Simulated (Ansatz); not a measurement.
Relaxation of a generated trial cell of Co in the dhcp structure type; 4 atoms in the cell, which starts as P6₃/mmc (No. 194), hP4; a = b = 2.5169 Å, c = 8.0980 Å, α = β = 90.00°, γ = 120.00°. Method: r2SCAN (plane waves to 500 eV, PAW, scalar-relativistic; Ansatz, a program for electronic structure). Γ-centred k-mesh 15×15×4 on the run's cell (coarser than for final values), Fermi–Dirac smearing 0.05 eV. This is the first round of the run. Spin-polarised start, with parallel moments on Co.

The optimiser's lines from the output (shortened; P is positive under compression):

```
relax step   1: F+E_penalty+E_count = -20526.10550452 eV  Δ(F+E_penalty+E_count) = +0.000e0 eV  max|allowed force component| = 1.619e-17 eV/Å  Δτ_max = 0.0000 Å  P = -7.269 GPa  Ω = 44.426 Å³  (22 SCF iters, dr2 threshold 1.00e-7 eV, accepted)
relax step   2: F+E_penalty+E_count = -20526.13902239 eV  Δ(F+E_penalty+E_count) = -3.352e-2 eV  max|allowed force component| = 3.614e-18 eV/Å  Δτ_max = 0.0000 Å  P = -3.410 GPa  Ω = 43.534 Å³  (13 SCF iters, dr2 threshold 4.00e-7 eV, accepted)
relax step   3: F+E_penalty+E_count = -20526.14837212 eV  Δ(F+E_penalty+E_count) = -9.350e-3 eV  max|allowed force component| = 5.493e-18 eV/Å  Δτ_max = 0.0000 Å  P = +0.086 GPa  Ω = 42.773 Å³  (12 SCF iters, dr2 threshold 4.00e-7 eV, accepted)
relax step   4: F+E_penalty+E_count = -20526.14836408 eV  Δ(F+E_penalty+E_count) = +8.037e-6 eV  max|allowed force component| = 1.641e-17 eV/Å  Δτ_max = 0.0000 Å  P = -0.002 GPa  Ω = 42.792 Å³  (8 SCF iters, dr2 threshold 1.86e-8 eV, accepted)
relax step   5: F+E_penalty+E_count = -20526.14739319 eV  Δ(F+E_penalty+E_count) = +9.709e-4 eV  max|allowed force component| = 1.438e-17 eV/Å  Δτ_max = 0.0000 Å  P = -0.033 GPa  Ω = 42.792 Å³  stress off target by 3.86e-2 GPa  SCF on the basis re-selected at this cell (its energy is not comparable with the rows above)  (17 SCF iters)
relax step   6: F+E_penalty+E_count = -20526.14739893 eV  Δ(F+E_penalty+E_count) = -5.744e-6 eV  max|allowed force component| = 8.674e-18 eV/Å  Δτ_max = 0.0000 Å  P = +0.000 GPa  Ω = 42.785 Å³  (8 SCF iters, dr2 threshold 3.72e-9 eV, accepted)
relax step   7: F+E_penalty+E_count = -20526.14739489 eV  Δ(F+E_penalty+E_count) = +4.039e-6 eV  max|allowed force component| = 1.417e-17 eV/Å  Δτ_max = 0.0000 Å  P = -0.000 GPa  Ω = 42.785 Å³  stress off target by 7.57e-4 GPa  SCF on the basis re-selected at this cell (its energy is not comparable with the rows above)  (14 SCF iters)
```

From the first to the last row the energy changes by -0.01 eV/atom and the volume by -3.7 %. The last row is marked as not comparable with the walk above it, whose basis was carried along; it does compare with step 1, since both stand on a basis selected at the nominal cutoff for their own cell.

Later rounds, restarted from the end of this one on a renewed k-mesh, logged 4 more steps and released under 0.01 eV/atom more. The final structure after all rounds: P6₃/mmc (No. 194), hP4, AFLOW prototype A_hP4_194_ac (A3', as in La); a = b = 2.4718 Å, c = 8.0758 Å, α = β = 90.00°, γ = 120.00°. Between re-selections the logged energies stand on a plane-wave basis carried along with the cell. Spin state reached: ferromagnetic (net 1.78 μB/atom), from parallel starting moments; other spin orders were not run from this start. r2SCAN tends to overstate moments in metals.

The run could not lose the symmetry of its start: the end is stationary, and may be a saddle point rather than a minimum.

All atoms sit on sites fixed by symmetry, so only the cell could relax.

The relaxed structure here is a generated cell of Co: the first start was made by placing the elements on the sites of a structure type, and the end was not matched to a known phase here, so it may be hypothetical. A known form of Co has the same space group; whether the sites agree was not checked.
